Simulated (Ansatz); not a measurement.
An element in the sc structure gives these cold pressures by all-electron LAPW under LDA (Ansatz 0.2.0, scalar-relativistic, no spin polarisation).

| V (Å³/atom) | P (GPa) |
| --- | --- |
| 18.98 | 0.00 |
| 17.46 | 15.76 |
| 15.94 | 42.1 |
| 14.42 | 86.9 |
| 12.91 | 165.0 |
| 11.39 | 303.7 |
| 9.87 | 560.9 |
| 8.54 | 979.9 |

Task: Which element is it?

Result: Au. Its zero-pressure volume in this structure is near 19.0 Å³/atom; the volume and the steepness of P(V) together point to it, though neighbours can come close. Neighbours weren't tried against these numbers.
